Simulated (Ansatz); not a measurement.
K:
```
K
1.0
    4.78499     0.00000     0.00000
   -2.39250     4.14393     0.00000
    0.00000     0.00000     7.74700
K
2
Direct
  0.33333   0.66667   0.25000
  0.66667   0.33333   0.75000
```

Relaxed with r²SCAN. Special points in fractions of this cell's reciprocal vectors: Γ (0.000, 0.000, 0.000); M (0.500, 0.000, 0.000); K (0.333, 0.333, 0.000); A (0.000, 0.000, 0.500); L (0.500, 0.000, 0.500); H (0.333, 0.333, 0.500).

Question: List the band energies nearest the Fermi level at these points for r²SCAN (plane waves, PAW; program Ansatz).

Answer: In eV from the Fermi level; about four levels below and three above (degenerate sets whole), none deeper than 8.9 eV; … stands for higher levels left out; points with the same levels are listed once.

| k | below | above |
|---|---|---|
| Γ | -2.23 | 0.49 0.52 4.46 4.46 |
| M | – | 0.19 0.21 1.78 |
| K | – | 0.76 0.93 0.93 |
| A | -1.48 -1.48 | 3.03 3.03 … |
| L | – | 0.71 0.71 0.87 0.87 |
| H | – | 1.24 1.24 1.35 1.35 |

Space group P6_3/mmc (hcp (Mg type)). The first step of the workflow began from a Materials Project structure, measured or hypothetical; the Crystallography Open Database copy checked does not list it. It is not the phase usual at ambient conditions (space group No. 229). Symmetry was held in the r²SCAN relaxation; whether a distortion lowers the energy is not shown.

Potentials: the later of the program's two PAW sets.
